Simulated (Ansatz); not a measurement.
Relaxed-ion elastic tensor of GaN (wurtzite, P6_3mc) in GPa (Voigt order), LDA (plane waves, PAW; program Ansatz); density 6.29 g/cm³, 11.05 Å³ per atom.

|  | 1 | 2 | 3 | 4 | 5 | 6 |
|---|---|---|---|---|---|---|
| 1 | 367 | 138 | 100 | 0.0 | 0.0 | 0.0 |
| 2 | 138 | 367 | 100 | 0.0 | 0.0 | 0.0 |
| 3 | 100 | 100 | 410 | 0.0 | 0.0 | 0.0 |
| 4 | 0.0 | 0.0 | 0.0 | 96.6 | 0.0 | 0.0 |
| 5 | 0.0 | 0.0 | 0.0 | 0.0 | 96.6 | 0.0 |
| 6 | 0.0 | 0.0 | 0.0 | 0.0 | 0.0 | 115 |

Question: Is the crystal mechanically stable?

Answer: Yes: the smallest eigenvalue of C is 96.6 GPa.

Question: Work out the Voigt, Reuss and Hill averages.

Answer: K_V = 202, K_R = 202, K_H = 202; G_V = 115, G_R = 112, G_H = 114 GPa.

Question: Give Young's modulus, Poisson's ratio, Pugh's ratio and the universal anisotropy index.

Answer: E = 9KG/(3K + G) = 287 GPa; ν = 0.26; K/G = 1.78 (near the Pugh limit of 1.75, no verdict); A_U = 5G_V/G_R + K_V/K_R − 6 = 0.15.

Question: Estimate the sound speeds and the Debye temperature.

Answer: v_l = √((K + 4G/3)/ρ) = 7500 m/s, v_t = √(G/ρ) = 4250 m/s, mean 4730 m/s; Θ = (h/k)(3n/4πV)^(1/3) v_m = 632 K.

Question: Solve the Christoffel equation for the three sound speeds along x, y, z.

Answer: Eigenvalues of C_ijkl n_j n_l equal ρv² (piezoelectric stiffening left out). In km/s, slowest first: x 3.92, 4.27, 7.64; y 3.92, 4.27, 7.64; z 3.92, 3.92, 8.07.

Question: How much does each axis shrink under pressure?

Answer: Linear compressibilities β_i = Σ_j S_ij (j = 1 to 3): x 1.7, y 1.7, z 1.6 per TPa.

The cell was relaxed with LDA under the symmetry of its start.

Potentials: the earlier of the program's two PAW sets. The files were generated under PBE; for other functionals the program regenerates the frozen cores, and for LDA and PBEsol the local potential too.
